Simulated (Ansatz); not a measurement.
Input file for Ansatz (a quantum-chemistry and plane-wave program):

Ansatz 0.2 input:
```yaml
crystal:
  lattice:
    - [0.0, 2.5975144383, 2.5975144383]
    - [2.5975144383, 0.0, 2.5975144383]
    - [2.5975144383, 2.5975144383, 0.0]
  atoms:
    - { symbol: Sr, position: [0.5, 0.5, 0.5] }
    - { symbol: O, position: [0.0, 0.0, 0.0] }
kpoints:
  mp_grid: { grid: [7, 7, 7] }
  band_path:
    path:
      - [[0.0, 0.0, 0.0], [0.5, 0.0, 0.5], [0.625, 0.25, 0.625]]  # Γ-X-U
      - [[0.375, 0.375, 0.75], [0.0, 0.0, 0.0], [0.5, 0.5, 0.5], [0.5, 0.25, 0.75], [0.5, 0.0, 0.5]]  # K-Γ-L-W-X
      - [VBM, CBM]
    npoints: 12
basis: { xc_grid: 2 }
hamiltonian:
  xc: pbe
  pseudopotentials: { azcp: { folder: ./paw }, kind: paw_fr }
magnetization: { noncollinear: true, spin_orbit: true }
scf:
  n_extra_bands: 12
  convergence: { dr2_threshold: 0.0000000001 }
  occupations: { method: gaussian, width: 0.01 }
checkpoint: { write: soc.run }
output: { eigenvalues: true }
```

Output (shortened):

```
Pseudopotential: Sr, paw, valence charge 10
Pseudopotential: O, paw, valence charge 6
Functional definition: PBE
non-collinear run that drives no moment, with spin-orbit …
Crystal: 2 atoms, lattice volume = 35.051 Å³
Basis set: ecut = 420 eV, 701 PW (Γ), exchange–correlation on 50×50×50 points (8 copies of the dense FFT grid, shifted against one another)
Bands: 28, of which v1, the nominal top of the filled ones, is band 16 counted from 1 (15 counted from 0)
Symmetry: 48 space group operations + 48 with time reversal
k-points: 20 of 343
Projection manifold: j_resolved (fully-relativistic pseudo-atomic orbitals)
SCF iter   1: F=—  HF=-4115.673701 eV  |F-HF|=—  |Δ(HF+E_count)|=         —  Δρ=8.68e-2  dr2=2.24e0  dr2_m=0.00e0 (ungated)  ethr=3.10e-3  |M|=0.00e0 ∫|m|=0.00e0 μB  |m|>n=0.0e0 m-floor=0.0e0 τ_xc=0.0e0  β_m=0.30  ⟨swp⟩=9.6  Hψ=1899  notcnv=0  defer=6
preconditioner: auto → none
SCF iter   2: F=—  HF=-4115.254203 eV  |F-HF|=—  |Δ(HF+E_count)|=   4.19e-1  Δρ=2.88e-2  dr2=3.78e-1  dr2_m=0.00e0 (ungated)  ethr=3.10e-3  |M|=0.00e0 ∫|m|=0.00e0 μB  |m|>n=0.0e0 m-floor=0.0e0 τ_xc=0.0e0  β_m=0.29  ⟨swp⟩=2.4  Hψ=561  notcnv=0  defer=120
SCF iter   3: F=—  HF=-4115.227625 eV  |F-HF|=—  |Δ(HF+E_count)|=   2.66e-2  Δρ=1.77e-2  dr2=1.11e-1  dr2_m=0.00e0 (ungated)  ethr=2.36e-3  |M|=0.00e0 ∫|m|=0.00e0 μB  |m|>n=0.0e0 m-floor=0.0e0 τ_xc=0.0e0  β_m=0.50  ⟨swp⟩=2.3  Hψ=322  notcnv=0  defer=120
SCF iter   4: F=—  HF=-4115.261705 eV  |F-HF|=—  |Δ(HF+E_count)|=   3.41e-2  Δρ=3.56e-3  dr2=3.15e-3  dr2_m=0.00e0 (ungated)  ethr=6.94e-4  |M|=0.00e0 ∫|m|=0.00e0 μB  |m|>n=0.0e0 m-floor=0.0e0 τ_xc=0.0e0  β_m=0.61  ⟨swp⟩=2.1  Hψ=400  notcnv=0  defer=120
SCF iter   5: F=—  HF=-4115.265315 eV  |F-HF|=—  |Δ(HF+E_count)|=   3.61e-3  Δρ=6.73e-4  dr2=1.62e-4  dr2_m=0.00e0 (ungated)  ethr=1.97e-5  |M|=0.00e0 ∫|m|=0.00e0 μB  |m|>n=0.0e0 m-floor=0.0e0 τ_xc=0.0e0  β_m=0.64  ⟨swp⟩=2.5  Hψ=386  notcnv=0  defer=120
SCF iter   6: F=—  HF=-4115.265356 eV  |F-HF|=—  |Δ(HF+E_count)|=   4.14e-5  Δρ=1.01e-4  dr2=1.35e-6  dr2_m=0.00e0 (ungated)  ethr=1.01e-6  |M|=0.00e0 ∫|m|=0.00e0 μB  |m|>n=0.0e0 m-floor=0.0e0 τ_xc=0.0e0  β_m=0.82  ⟨swp⟩=2.9  Hψ=429  notcnv=0  defer=120
SCF iter   7: F=—  HF=-4115.265359 eV  |F-HF|=—  |Δ(HF+E_count)|=   2.76e-6  Δρ=1.39e-5  dr2=2.69e-8  dr2_m=0.00e0 (ungated)  ethr=8.43e-9  |M|=0.00e0 ∫|m|=0.00e0 μB  |m|>n=0.0e0 m-floor=0.0e0 τ_xc=0.0e0  β_m=0.74  ⟨swp⟩=2.0  Hψ=423  notcnv=0  defer=120
SCF iter   8: F=—  HF=-4115.265359 eV  |F-HF|=—  |Δ(HF+E_count)|=  5.55e-10  Δρ=4.41e-6  dr2=7.60e-9  dr2_m=0.00e0 (ungated)  ethr=1.68e-10  |M|=0.00e0 ∫|m|=0.00e0 μB  |m|>n=0.0e0 m-floor=0.0e0 τ_xc=0.0e0  β_m=0.87  ⟨swp⟩=2.9  Hψ=394  notcnv=0  defer=120
SCF iter  10: F=-4115.265359 eV  HF=-4115.265359 eV  |F-HF|=4.55e-12  |Δ(HF+E_count)|=  5.37e-11  Δρ=1.08e-7  dr2=4.10e-12  dr2_m=0.00e0 (ungated)  ethr=1.00e-12  |M|=0.00e0 ∫|m|=0.00e0 μB  |m|>n=0.0e0 m-floor=0.0e0 τ_xc=0.0e0  ⟨swp⟩=9.7  Hψ=1256  notcnv=0
SCF 1 converged in 10 iterations: F = -4115.265359 eV  dr2 = 4.10e-12
NSCF: frozen V_eff on 16 k-points
NSCF: frozen V_eff on 16 k-points
NSCF: frozen V_eff on 16 k-points
NSCF: frozen V_eff on 9 k-points
NSCF: frozen V_eff on 5 k-points
NSCF: frozen V_eff on 5 k-points
NSCF: frozen V_eff on 5 k-points
NSCF: frozen V_eff on 5 k-points
NSCF: frozen V_eff on 3 k-points
NSCF: frozen V_eff on 87 k-points
SCF converged after 10 iterations
Magnetization: |M| = 0.0000 μB,  M = (+0.0000, +0.0000, +0.0000) μB
Absolute magnetization: 0.0000 μB (∫|m|)
  site 0: m = (+0.0000, +0.0000, +0.0000) μB, |m| = 0.0000 μB  (R = 1.07 Å)
  site 1: m = (+0.0000, +0.0000, +0.0000) μB, |m| = 0.0000 μB  (R = 1.07 Å)
Free energy (F): -4115.265359 eV
Harris-Foulkes:  -4115.265359 eV  (|F-HF|=4.55e-12)
Internal energy: -4115.265359 eV  (E = F + TS)
E sigma→0 (E₀):  -4115.265359 eV
Fermi energy:    9.340659 eV
--- Per-component energies (eV) ---
  E_band       = -63.746011
  E_kinetic    = 405.355771
  E_local      = -896.820017  (includes V_loc(G=0)·N_el)
  E_nonlocal   = 284.813664
  E_hartree    = 239.232869
  E_xc         = -249.865639
  E_vxc        = -250.729497  (∫ρ·V_xc dr)
  E_paw        = -2852.580950  (= ΣΔE_a)
  E_vpaw       = -84.832376  (= ΣTr[D̂ρ^β])
  E_aug_tail   = 0.000726  (compensation charges beyond the density's cutoff)
  E_ewald      = -1045.401782
  E_smearing   =  0.000000  (= −TS)
  E_closure    = 0.000000  (closes the sum)
  Σ components = -4115.265359   (vs F -4115.265359, Δ=0.00e0)
  [band-id]    e_kinetic+e_local+e_nonlocal+2·e_hartree+e_vxc+e_vpaw+e_augmentation_tail = -63.745991   (vs E_band -63.746011, Δ=1.99e-5)
--- Band table (eV; the first three rows and the last of 20) ---
  k-point 0: bands = ["-24.7877", "-24.7877", "-7.4030", "-7.4030", "-7.2616", "-7.2616", "-6.0886", "-6.0886", "-6.0886", "-6.0886", "7.5811", "7.5811", "7.6407", "7.6407", "7.6407", "7.6407", "11.4113", "11.4113", "13.7993", "13.7993", "13.7993", "13.7993", …
  k-point 1: bands = ["-24.7653", "-24.7653", "-7.9276", "-7.9276", "-7.0346", "-7.0346", "-6.1036", "-6.1036", "-5.8622", "-5.8622", "7.0713", "7.0713", "7.3748", "7.3748", "7.4069", "7.4069", "12.2792", "12.2792", "13.6249", "13.6249", "14.1776", "14.1776", …
  k-point 2: bands = ["-24.7143", "-24.7143", "-8.5199", "-8.5199", "-6.9826", "-6.9826", "-6.1368", "-6.1368", "-5.4823", "-5.4823", "6.1788", "6.1788", "6.9215", "6.9215", "6.9437", "6.9437", "13.6162", "13.6162", "14.0662", "14.0662", "15.1630", "15.1630", …
  k-point 19: bands = ["-24.6329", "-24.6329", "-8.2765", "-8.2765", "-7.3895", "-7.3895", "-6.6394", "-6.6394", "-5.7782", "-5.7782", "6.5194", "6.5194", "7.0706", "7.0706", "7.1626", "7.1626", "13.1496", "13.1496", "14.2339", "14.2339", "16.1731", …
```

Cost: about 18 core-seconds (a rough figure) on shared cores.

Space group Fm-3m (rock salt). Symmetry was held in the PBE relaxation.

Potentials: the earlier of the program's two PAW sets.

Ansatz is a plane-wave DFT program.
